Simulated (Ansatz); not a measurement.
With the program Ansatz at the PBE level (PAW), Ag in the simple hexagonal structure (P6/mmm) relaxes to a = 2.841 Å, c = 2.782 Å.

Electronic character: metallic (no gap). Gap from PBE with spin–orbit coupling: none (metallic).

The bulk modulus is 745 kbar.

The start of the workflow was typed in or built on a structure type; neither database checked (COD, Materials Project) lists it. It is not the phase usual at ambient conditions (space group No. 225). Symmetry was held in the PBE relaxation; its stability against distortions is not shown here. No spin polarisation was allowed. Axis ratios of metals converge slowly with the k-mesh, so a and c are less sure than the volume. Spin–orbit coupling is left out wherever it is not named.

Potentials: the earlier of the program's two PAW sets.
